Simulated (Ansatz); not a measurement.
The cell of ScAlN2 is invented: random cell by space group and Wyckoff sites (P6/mmm, No. 191). Lengths were set from tabulated atomic sizes, so they are only a guess.

```
Sc Al N
1.0
     3.60398    0.00000    0.00000
    -1.80199    3.12114    0.00000
     0.00000    0.00000    5.77572
Sc Al N
1 1 2
Cartesian
  0.0000 0.0000 0.0000
  0.0000 0.0000 2.8879
  0.0000 2.0808 2.8879
  1.8020 1.0404 2.8879
```

These are results of Ansatz 0.2.0, DFT PBE, scalar-relativistic, plane waves, PAW, not measurements. Cutoff 420 eV, Gaussian smearing, Γ-centred meshes. Cell and atoms relax first on a coarse mesh and then on a finer one. In between, the cell is made exact in the group found at 0.06 Å. In metals the finer mesh still leaves noise of several meV/atom or more. The steps can't lower the symmetry of their start. No spin polarisation in the relaxation; trial moments died out in a coarse test.

A guess keeps its type if space group and coordination stay and the shape of the cell changes little (axis ratios within about 15 %, angles within 6°); the volume may change.

Question: Will the relaxed cell still be of the starting type?

Answer: It keeps its type. The symmetry stays P6/mmm (No. 191). The volume per atom shrinks by 3.6 %, from 16.2 to 15.7 Å³. The shortest distance stays 2.08 Å (Al–N and N–N). The ratio c/a of the conventional cell changes by a factor of 0.96. Counting neighbours within 15 % of an atom's shortest distance, the start has Al 6, N 6, Sc 2 and the end Al 6, N 6, Sc 2.

The last run used a 12×12×8 mesh (in the run's order of axes) for its 4-atom cell and Gaussian smearing of 0.10 eV. A structure relaxed within its symmetry needn't be a true minimum. Another cell of ScAlN2 relaxed alike, in I4_1/amd (a Materials Project cell), lies 2.86 eV/atom lower, so this cell isn't the stable form at this level.
